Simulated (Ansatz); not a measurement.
A distorted cell of Rh (fcc, Cu type):

```
Rh
1.0
    0.00000     3.83026     3.83026
    1.91513     0.00000     1.91513
    1.91513     1.91513     0.00000
Rh
2
Direct
  0.97739   0.01507   0.01507
  0.52261   0.98493   0.98493
```

The numbers are results of PBE (plane waves to 420 eV, PAW, scalar-relativistic; Ansatz, a first-principles code), not measurements. k mesh 21×21×21 (Γ-centred), Fermi-Dirac smearing 0.05 eV. Compression counts positive. With partly filled bands, energies and forces of such displacements shift with the k mesh and the smearing. Rh is run without spin polarisation. Rh was relaxed with its symmetry unable to fall. The PAW data are Ansatz's earlier set.

Task: What forces act on the atoms (eV/Å, Cartesian)?

Result: 
```csv
atom,Fx,Fy,Fz
Rh1,-1.243,1.243,1.243
Rh2,1.243,-1.243,-1.243
```

Task: What is the stress tensor (GPa)?

Result: 
```
    5.9     -1.5     -1.5
   -1.5      5.9      1.5
   -1.5      1.5      5.9
```
The pressure, a third of the trace, is 5.9 GPa.

(For displaced atoms, the force is minus the slope of the energy, and its curvature is a force constant, which sets phonon frequencies.)
